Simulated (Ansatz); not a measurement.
## ReO3-type NiCl3

Level of theory: DFT, PBEsol, scalar-relativistic, collinear spin; plane waves to 420 eV with PAW datasets (Ansatz 0.2.0), 6×6×6 k-mesh, Gaussian smearing of 0.05 eV; PAW files: Ansatz's generated set soft_2.

Space group Pm-3m (No. 221). a = 4.519 Å, b = 4.519 Å, c = 4.519 Å, α = 90.00°, β = 90.00°, γ = 90.00°
```
atom  site  symmetry       x       y       z
  Ni    1a      m-3m  0.0000  0.0000  0.0000
  Cl    3d    4/mm.m  0.5000  0.0000  0.0000
```

The start was a prototype's sites filled with these elements, not a measured cell. The ideal cubic cell shuts out tilts of the octahedra, which such structures often take.

Magnetic state: weakly polarised, site spin moments Ni 0.08 μB.

The cell above was scaled in volume, its shape and atoms being fixed by the lattice's symmetry. Energies are counted from the cell above.

| V (Å³/atom) | ΔE (meV/atom) | P from the stress (GPa) |
| --- | --- | --- |
| 22.155 | 7.00 | 2.56 |
| 22.617 | 1.65 | 1.20 |
| 23.079 | 0.00 | -0.01 |
| 23.540 | 1.65 | -1.08 |
| 24.002 | 6.24 | -2.02 |

Q: Do the energies and the pressures agree? Compare −ΔE/ΔV between neighbouring points (1 meV/Å³ = 0.1602 GPa) with the mean of their pressures.

A: 
| interval (Å³/atom) | −ΔE/ΔV (GPa) | mean P (GPa) |
| --- | --- | --- |
| 22.16 to 22.62 | 1.9 | 1.9 |
| 22.62 to 23.08 | 0.6 | 0.6 |
| 23.08 to 23.54 | -0.6 | -0.5 |
| 23.54 to 24.00 | -1.6 | -1.5 |
They differ by 0.05 GPa at most.

Q: What do the two routes give for V0, B0 and B0′?

A: A third-order Birch–Murnaghan fit of the energies: V0 = 23.07 Å³/atom, B0 = 57 GPa, B0′ = 4.7. A polynomial of P in ln V, with B = −dP/d ln V at P = 0: V0 = 23.08 Å³/atom, B0 = 57 GPa, B0′ = 5.0.

B0·V0 = 57.3 GPa × 23.07 Å³ = 8.25 eV/atom sets the scale: near the minimum ΔE ≈ ½ B0 V0 x², with x = V/V0 − 1, and a pressure of 0.6 GPa squeezes the volume by about 1 %. At the ends of the curve: x = −4.0 % predicts 6.5 meV/atom and the run gives 7.0; x = +4.0 % predicts 6.7 meV/atom and the run gives 6.2. The lopsidedness is anharmonic: atoms resist being pushed together more than being pulled apart.

So small a moment in a metal hangs on mesh and smearing, and semilocal functionals can overstate it, so the real crystal may have none. Site moments are of spin, integrated over atomic spheres. A displaced or strained copy of the relaxed cell lay 0.9 meV/atom lower, so on this mesh the structure isn't a minimum; in a metal a finer mesh can change so small a difference. No antiparallel order was tried, and in such compounds it can hold moments and open a gap where a parallel start collapses.
